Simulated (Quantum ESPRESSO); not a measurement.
# Band energies of CaGaGeH at -1 % biaxial strain

```
CELL_PARAMETERS angstrom
      4.06430     0.00000     0.00000
     -2.03215     3.51979     0.00000
      0.00000     0.00000     4.66617
ATOMIC_POSITIONS crystal
  H  0.00000 0.00000 0.93620
  Ca 0.33333 0.66667 0.99659
  Ga 0.00000 0.00000 0.56359
  Ge 0.66667 0.33333 0.42242
```

PBEsol (Quantum ESPRESSO, PseudoDojo norm-conserving, 80 Ry, scalar-relativistic); path ΓMKΓALHA,LM,KH; energies in eV from the valence-band maximum.

| k (1/Å) | point | band 15 | band 16 | band 17 | band 18 | band 19 | band 20 | band 21 | band 22 |
|---|---|---|---|---|---|---|---|---|---|
| 0.00 | Γ | -11.35 | -5.06 | -2.44 | -0.83 | -0.83 | 1.01 | 3.15 | 3.15 |
| 0.56 |  | -10.25 | -6.30 | -3.31 | -1.73 | -1.73 | 0.72 | 2.10 | 2.57 |
| 0.89 | M | -9.13 | -7.75 | -3.57 | -2.04 | -1.20 | 0.34 | 1.50 | 2.35 |
| 1.15 |  | -8.92 | -7.75 | -3.90 | -2.86 | -1.14 | 0.67 | 1.89 | 2.79 |
| 1.41 | K | -8.46 | -7.99 | -4.49 | -3.01 | -1.04 | 0.39 | 2.19 | 3.24 |
| 1.72 |  | -9.57 | -6.95 | -3.70 | -2.97 | -1.37 | 1.07 | 1.88 | 2.97 |
| 2.23 |  | -11.20 | -5.16 | -2.39 | -1.68 | -1.07 | 1.83 | 2.32 | 2.89 |
| 2.44 | Γ | -11.35 | -5.06 | -2.44 | -0.83 | -0.83 | 1.01 | 3.15 | 3.15 |
| 2.89 |  | -10.92 | -6.79 | -0.67 | -0.36 | -0.36 | 1.38 | 1.73 | 1.73 |
| 3.11 | A | -10.73 | -7.25 | -0.12 | -0.12 | 0.00 | 1.07 | 1.42 | 1.42 |
| 3.41 |  | -10.46 | -7.00 | -2.58 | -1.02 | -0.90 | 1.43 | 2.16 | 2.38 |
| 3.91 |  | -9.10 | -6.96 | -5.24 | -2.40 | -2.24 | 1.24 | 2.71 | 3.76 |
| 4.00 | L | -8.98 | -7.08 | -5.25 | -2.45 | -2.28 | 1.23 | 2.68 | 3.73 |
| 4.42 |  | -8.50 | -7.40 | -5.07 | -3.73 | -2.19 | 1.74 | 3.30 | 3.79 |
| 4.52 | H | -8.40 | -7.50 | -5.05 | -3.84 | -2.17 | 1.63 | 3.43 | 3.81 |
| 4.99 |  | -9.79 | -6.61 | -4.48 | -2.57 | -1.71 | 2.16 | 2.70 | 3.09 |
| 5.46 |  | -10.70 | -7.22 | -0.66 | -0.29 | -0.11 | 1.27 | 1.58 | 1.76 |
| 5.55 | A | -10.73 | -7.25 | -0.12 | -0.12 | 0.00 | 1.07 | 1.42 | 1.42 |
| 5.55 | L | -8.98 | -7.08 | -5.25 | -2.45 | -2.28 | 1.23 | 2.68 | 3.73 |
| 5.89 |  | -9.06 | -7.48 | -4.45 | -2.16 | -1.83 | 0.54 | 2.25 | 3.18 |
| 6.22 | M | -9.13 | -7.75 | -3.57 | -2.04 | -1.20 | 0.34 | 1.50 | 2.35 |
| 6.22 | K | -8.46 | -7.99 | -4.49 | -3.01 | -1.04 | 0.39 | 2.19 | 3.24 |
| 6.32 |  | -8.46 | -7.97 | -4.46 | -3.16 | -1.12 | 0.59 | 2.29 | 3.26 |
| 6.90 | H | -8.40 | -7.50 | -5.05 | -3.84 | -2.17 | 1.63 | 3.43 | 3.81 |

The PBEsol gap is indirect, 0.34 eV, from A to M; the smallest direct gap is 1.07 eV.

Spin-orbit splittings are left out.

Geometry strained from the cell relaxed with PBEsol, atoms relaxed again.
